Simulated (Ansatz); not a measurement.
# What strain does to YSe2 (Immm)

YSe2 (Immm) from a database structure, relaxed with r2SCAN in Ansatz 0.2.0. The symmetry is Immm (No. 71, orthorhombic); conventional cell a = 4.085 Å, b = 5.680 Å, c = 13.351 Å, 25.82 Å³ an atom. Y has 8 Se at 2.79–3.11 Å; Se has 4 Y at 2.79–2.94 Å; Se has 1 Se at 2.39 Å and 4 Y at 3.11 Å.

The axes x, y and z are those of this cell:
```
CELL_PARAMETERS angstrom
-2.04253 2.84009 6.67553
2.04253 -2.84009 6.67553
2.04253 2.84009 -6.67553
ATOMIC_POSITIONS crystal
Y 0.84922 0.84922 0.00000
Y 0.15078 0.15078 0.00000
Se 0.70659 0.20659 0.50000
Se 0.29341 0.79341 0.50000
Se 0.78971 0.50000 0.28971
Se 0.21029 0.50000 0.71029
```

Unstrained: With r2SCAN the valence top lies at X and the conduction bottom at k = (0.247, -1/4, 1/4), 0.524 eV higher; the smallest vertical gap, at Γ–Y₀ (0.80 of the way from Γ), is 1.063 eV. The HSE06 gap is indirect, 1.040 eV (X to k = (0.247, -1/4, 1/4)), below the direct gap of 1.583 eV at X. Meshes: r2SCAN 8×8×8, HSE06 4×4×4. Strains are changes of length per length. After each strain the atoms were relaxed again with r2SCAN in this cell and within any symmetry left, so distortions that break it or need a larger cell weren't tested; points keep the names that they have in the unstrained zone. No spin polarisation and no zero-point or thermal motion.

Changes of the least gap in eV (an overlap counts as a negative gap):

| strain | volume change (%) | space group | r2SCAN | HSE06 | energy rise, r2SCAN (meV/atom) |
| --- | --- | --- | --- | --- | --- |
| biaxial -1.35 % in x and y, z held | -2.7 | Immm | -0.202 | -0.212 | 3.8 |
| uniaxial -5.99 % along y | -6.0 | Immm | -0.673 | -0.767 | 34.0 |
| uniaxial +1.75 % along z | +1.8 | Immm | +0.016 | +0.023 | 2.2 |

Biaxial -1.35 % in x and y, z held. HSE06: the gap goes from 1.040 to 0.828 eV (-0.212 eV). Stress change with r2SCAN, compression positive: xx +1.86, yy +1.80, zz +0.93 GPa.

Uniaxial -5.99 % along y, other directions held. r2SCAN: gap 0.52 before, none (overlap 0.15) after (eV); it has closed. HSE06: the gap goes from 1.040 to 0.273 eV (-0.767 eV). Stress change with r2SCAN, compression positive: xx +1.64, yy +7.41, zz +2.42 GPa.

Uniaxial +1.75 % along z, other directions held. HSE06: the gap goes from 1.040 to 1.062 eV (+0.023 eV). Stress change with r2SCAN, compression positive: xx -0.47, yy -0.57, zz -1.52 GPa.

The runs are scalar-relativistic, without spin-orbit coupling.

Overlapping bands make a metal at that level, for which these meshes are coarse; small forces, stresses and energy differences are uncertain. A small overlap in a semilocal functional can be an artefact that a hybrid or GW lifts.

Where an edge lies off the special points, it is a point of the mesh or the k point where a search put PBE's edge or least direct gap, reused for the other functionals, whose own edges may lie a little apart.

Coordinates of k points refer to the reciprocal vectors of the primitive cell of the runs.
